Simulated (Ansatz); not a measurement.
## K$_{3}$In$_{3}$Si$_{2}$Au in Ansatz, settings compared

The input file (Ansatz 0.2.0, plane waves):

```yaml
crystal:
  lattice:
    - [7.869625, 0.0, 0.0]
    - [-3.934812, 6.8153, 0.0]
    - [0.0, 0.0, 4.756006]
  atoms:
    - { symbol: K, position: [0.4197, 0.0, 0.5] }
    - { symbol: K, position: [0.5803, 0.5803, 0.5] }
    - { symbol: K, position: [0.0, 0.4197, 0.5] }
    - { symbol: Au, position: [0.0, 0.0, 0.5] }
    - { symbol: In, position: [0.7512, 0.0, 0.0] }
    - { symbol: In, position: [0.2488, 0.2488, 0.0] }
    - { symbol: In, position: [0.0, 0.7512, 0.0] }
    - { symbol: Si, position: [0.3333, 0.6667, 0.0] }
    - { symbol: Si, position: [0.6667, 0.3333, 0.0] }
  symmetry: { tolerance: 0.0003 }
kpoints:
  mp_grid: { grid: [3, 3, 4], shift: [0, 0, 0] }
magnetization:
  spin_polarized: false
scf:
  occupations: { method: cold, width: 0.0209 }
hamiltonian:
  pseudopotentials: { kind: paw }
  xc: pbe
basis:
  ecutwfc: 420
output:
  forces: true
  stress: true
  eigenvalues: true
```

Run with:

```bash
ansatz run input.yaml --threads 1 --pin off --max-ram 2560MiB --backend cpu --events-out ev --progress --plain --runs-dir out
```

Origin of the cell: a known structure type with other elements, at an estimated volume, so it need not be a known compound.

Output of this run (shortened):

```
Warning: the atoms were moved onto the symmetric positions of the space group found under crystal.symmetry.tolerance 3.0e-4 (fractional; no operation is sought that the atoms, as they stand i […]
Pseudopotentials: kind: paw
Pseudopotential: K, paw, valence charge 9, recommended cutoff 420 eV (normal), K.paw.azcp
Pseudopotential: Au, paw, valence charge 19, recommended cutoff 420 eV (normal), Au.paw.azcp
Pseudopotential: In, paw, valence charge 13, recommended cutoff 420 eV (normal), In.paw.azcp
Pseudopotential: Si, paw, valence charge 4, recommended cutoff 420 eV (normal), Si.paw.azcp
Functional definition: PBE
  exchange = pbe_x(kappa = kappa, mu = beta*pi^2/3)
  correlation = pbe_c(beta = beta)
Crystal: 9 atoms, lattice volume = 255.083 Å³
Basis set: ecut = 420 eV, 4977 PW (Γ), exchange–correlation on 108×108×64 points (8 copies of the dense FFT grid, shifted against one another)
Bands: 56, of which v1, the nominal top of the filled ones, is band 47 counted from 1 (46 counted from 0)
[… 11 lines left out …]
Initial density: superposition of atomic densities (neutral atoms: chi_scale 0, normalization atom), corrected by the library's trained network
Functional: x = pbe(κ = 0.804, μ = 0.219515), c = pbe(β = 0.066725)
SCF iter   1: F=—  HF=-35827.170039 eV  Δρ=2.09e-3  dr2=1.94e-2
SCF iter   2: F=—  HF=-35827.171859 eV  S|Δr|=    0.00e0  Δρ=1.20e-3  dr2=7.63e-3  defer=29
SCF iter   3: F=—  HF=-35827.172027 eV  S|Δr|=    0.00e0  Δρ=4.03e-4  dr2=1.03e-3  defer=29
SCF iter   4: F=—  HF=-35827.172024 eV  S|Δr|=    0.00e0  Δρ=1.63e-4  dr2=2.44e-4  defer=29
SCF iter   5: F=—  HF=-35827.172018 eV  S|Δr|=    0.00e0  Δρ=4.82e-5  dr2=2.07e-5  defer=20
SCF iter   6: F=—  HF=-35827.172187 eV  S|Δr|=    0.00e0  Δρ=1.36e-5  dr2=1.77e-6  defer=33
SCF iter   7: F=—  HF=-35827.172186 eV  S|Δr|=    0.00e0  Δρ=5.18e-6  dr2=1.19e-7  defer=33
SCF iter   8: F=-35827.172186 eV  HF=-35827.172186 eV  S|Δr|=    0.00e0  Δρ=2.12e-6  dr2=2.27e-8
SCF 1 converged in 8 iterations: F = -35827.172186 eV  dr2 = 2.27e-8
SCF converged after 8 iterations
Stability not checked: this state was not tested for a lower state beside it, because cold or Methfessel-Paxton smearing, or corrected tetrahedra, fill the levels in a way that the test cannot read (fill_not_monotonic; […]
Free energy (F): -35827.172186 eV
Harris-Foulkes:  -35827.172186 eV  (|F-HF|=6.05e-9)
Internal energy: -35827.170202 eV  (E = F + TS)
E sigma→0 (E₀):  -35827.171525 eV
Entropy (-TS):   -0.001985 eV (-0.221 meV/atom)
Fermi energy:    7.085170 eV
--- Per-component energies (eV) ---
  E_band       = -863.656376
  E_kinetic    = 2166.697002
  E_local      = -9491.532725  (includes V_loc(G=0)·N_el)
  E_nonlocal   = 1261.736206
  E_hartree    = 3855.280600
  E_xc         = -1387.278294
  E_vxc        = -1157.231617  (∫ρ·V_xc dr)
  E_paw        = -25535.640729  (= ΣΔE_a)
  E_vpaw       = -1353.889885  (= ΣTr[D̂ρ^β])
  E_aug_tail   = 0.001483  (compensation charges beyond the density's cutoff)
  E_ewald      = -6696.433744
  E_smearing   = -0.001985  (= −TS)
  Σ components = -35827.172186   (vs F -35827.172186, Δ=0.00e0)
--- Forces (eV/Å), atoms counted from 1 ---
  atom   1  K     -0.051433     0.000000     0.000000
  atom   2  K      0.025717     0.044543     0.000000
[… 2 lines left out …]
  atom   5  In    -0.144784     0.000000     0.000000
  atom   6  In     0.072392     0.125387     0.000000
  atom   7  In     0.072392    -0.125387     0.000000
  atom   8  Si    -0.000000     0.000000     0.000000
  atom   9  Si    -0.000000    -0.000000     0.000000
  max |Σ_I F_I| component: 6.94e-17 eV/Å
--- Stress (GPa, compression-positive) ---
       -1.308535       0.000000       0.000000
        0.000000      -1.308535       0.000000
        0.000000       0.000000       1.564350
  P = ⅓ Tr σ = -0.3509 GPa (-3.509 kbar)
```

The same input was run again with these changes:

1. `hamiltonian.xc` pbe → pbesol; `total_charge` default → -1; `scf.occupations.method` cold → gaussian; `scf.occupations.width` 0.0209 → 0.025
2. `scf.eigensolver.kind` default → davidson; `basis.precision` default → f64; `hamiltonian.hubbard` default → { sites: [{ species: Au, l: d, u_eff: 3.0 }], double_counting: fll }
3. `hamiltonian.pseudopotentials` { kind: paw } → { kind: paw, source: jth }; `scf.mixing.algorithm` default → broyden; `scf.mixing.beta` default → 0.7; `scf.mixing.ndim` default → 8; `kpoints.mp_grid.grid` [3, 3, 4] → [1, 1, 1]
4. `scf.n_extra_bands` default → 16; `hamiltonian.xc` pbe → pbesol

```tsv
run	end	SCF iterations	P (GPa)	max force component (eV/Å)	moment (μB)	ΔE(σ→0) (meV/atom)
base	converged	8	-0.35	0.145	–	0
1	converged	9	–	0.131	–	–
2	converged	13	-0.12	0.200	–	–
3	converged	13	2.57	0.538	–	–
4	converged	9	-2.39	0.084	–	–
```

Energies are compared only where functional, datasets, charge and starting cell are the same.

Not properties of the system: run 3 (too coarse or loose: `kpoints.mp_grid.grid` = [1, 1, 1]).

Caveats of the base run: no moments, though an odd count or open d shells may carry them; no spin-orbit coupling, though heavy elements are present; the k mesh is coarse if the cell is a metal.

Run 1: charged cell with a uniform background, whose pressure depends on convention.
Run 3: the cutoff lies below the datasets' advice.

Time of the base run: 10 s on 1 thread of Arm Neoverse V2, with other jobs on the host, peak memory 0.47 GiB, from the program's own first density.
